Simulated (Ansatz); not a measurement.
An Ansatz input:

```yaml
crystal:
  lattice:
    - [4.151503588, 0.0, 0.0]
    - [-2.075751794, 3.5953075711, 0.0]
    - [0.0, 0.0, 2.2300402052]
  atoms:
    - { symbol: Cr, position: [1.0, 0.0, 0.0] }
    - { symbol: Cr, position: [0.3333333333, 0.6666666667, 0.5] }
    - { symbol: Cr, position: [0.6666666667, 0.3333333333, 0.5] }
hamiltonian:
  xc: lda
  pseudopotentials:
    kind: paw
    azcp:
      Cr: "pseudopotentials/Cr.paw.azcp"
basis:
  ecutwfc: 420
  fft_grid_basis: typed
kpoints:
  mp_grid: { grid: [12, 12, 18], shift: [0, 0, 0] }
magnetization:
  spin_polarized: false
scf:
  occupations: { method: fermi_dirac, width: 0.1 }
```

Terminal output

```
Warning: the record states the generating functional pbe (its physics header spells it `PBE`), which answers neither for hamiltonian.xc's functional nor for the lda family's — results may be inconsistent (PPs are generated against a specific XC)
Engine: ansatz 0.2.0, aarch64-unknown-linux-gnu
Pseudopotentials: kind: paw
Pseudopotential: Cr, paw, valence charge 14, recommended cutoff 420 eV (normal) 
Functional definition: SPW92
  exchange = slater_x
  correlation = pw_c
Crystal: 3 atoms, lattice volume = 33.285 Å³
Basis set: ecut = 420 eV, 637 PW (Γ)
Bands: 26, of which v1, the nominal top of the filled ones, is band 21 counted from 1 (20 counted from 0)
Symmetry: 24 space group operations
Space group: P6/mmm (ITA 191), of the structure as read, at distance tolerance 3.2e-5 Å
k-points: 190 of 2592
Non-local potential: Cr, projectors of the file, l = 0: 3, l = 1: 2, l = 2: 3, l = 3: 1
PAW form: soft (Blöchl's): semilocal exchange-correlation on the pseudo side does not see the compensation charge
PAW frozen core: Cr, regenerated for the run's functional, and the local potential with it (the file was generated under x = pbe(κ = 0.804, μ = 0.2195149727645171), c = pbe(β = 0.06672455060314922))
PAW one-centre angular grid: Cr, 590 points (default); XC on 64 Gauss nodes
Initial density: superposition of atomic densities (neutral atoms: chi_scale 0, normalization atom), corrected by the library's trained network
Initial wavefunctions: pseudopotential atomic-orbital guess
Functional: x = slater, c = lda
SCF iter   1: F=—  HF=-9968.248436 eV  |F-HF|=—  |Δ(HF+E_count)|=         —  Δρ=2.62e-2  dr2=3.25e-1  ethr=1.77e-3  ⟨swp⟩=3.6  Hψ=15257  notcnv=0
SCF iter   2: F=—  HF=-9968.239732 eV  |F-HF|=—  |Δ(HF+E_count)|=   8.70e-3  Δρ=1.77e-2  dr2=1.61e-1  ethr=7.74e-4  ⟨swp⟩=1.0  Hψ=6462  notcnv=0
SCF iter   3: F=—  HF=-9968.231603 eV  |F-HF|=—  |Δ(HF+E_count)|=   8.13e-3  Δρ=4.01e-3  dr2=5.17e-3  ethr=3.84e-4  ⟨swp⟩=1.3  Hψ=5055  notcnv=0
SCF iter   4: F=—  HF=-9968.230953 eV  |F-HF|=—  |Δ(HF+E_count)|=   6.50e-4  Δρ=9.56e-4  dr2=1.56e-4  ethr=1.23e-5  ⟨swp⟩=2.0  Hψ=6716  notcnv=0
SCF iter   5: F=—  HF=-9968.230911 eV  |F-HF|=—  |Δ(HF+E_count)|=   4.18e-5  Δρ=2.97e-4  dr2=2.13e-5  ethr=3.72e-7  ⟨swp⟩=2.3  Hψ=9177  notcnv=0
SCF iter   6: F=—  HF=-9968.230911 eV  |F-HF|=—  |Δ(HF+E_count)|=   8.39e-8  Δρ=4.30e-5  dr2=2.12e-7  ethr=5.06e-8  ⟨swp⟩=2.0  Hψ=6566  notcnv=0
SCF iter   7: F=-9968.230911 eV  HF=-9968.230911 eV  |F-HF|=1.20e-8  |Δ(HF+E_count)|=   2.11e-7  Δρ=9.08e-6  dr2=2.16e-8  ethr=2.38e-10  ⟨swp⟩=2.0  Hψ=9784  notcnv=0
SCF 1 converged in 7 iterations: F = -9968.230911 eV  dr2 = 2.16e-8
SCF converged after 7 iterations
Free energy (F): -9968.230911 eV
Harris-Foulkes:  -9968.230911 eV  (|F-HF|=1.20e-8)
Internal energy: -9968.084718 eV  (E = F + TS)
E sigma→0 (E₀):  -9968.157815 eV
Entropy (-TS):   -0.146193 eV (-48.731 meV/atom)
Fermi energy:    19.936028 eV
--- Per-component energies (eV) ---
  E_band       = -397.373122
  E_kinetic    = 1038.132885
  E_local      = -3479.939184  (includes V_loc(G=0)·N_el)
  E_nonlocal   = 254.212129
  E_hartree    = 1527.088301
  E_xc         = -418.928357
  E_vxc        = -537.441545  (∫ρ·V_xc dr)
  E_paw        = -3426.176831  (= ΣΔE_a)
  E_vpaw       = -726.509642  (= ΣTr[D̂ρ^β])
  E_aug_tail   = 0.000983  (compensation charges beyond the density's cutoff)
  E_ewald      = -5463.570018
  E_core_change = 1.095374  (= ΣΔE_core)
  E_smearing   = -0.146193  (= −TS)
  E_closure    = -0.000000  (closes the sum)
  Σ components = -9968.230911   (vs F -9968.230911, Δ=0.00e0)
```
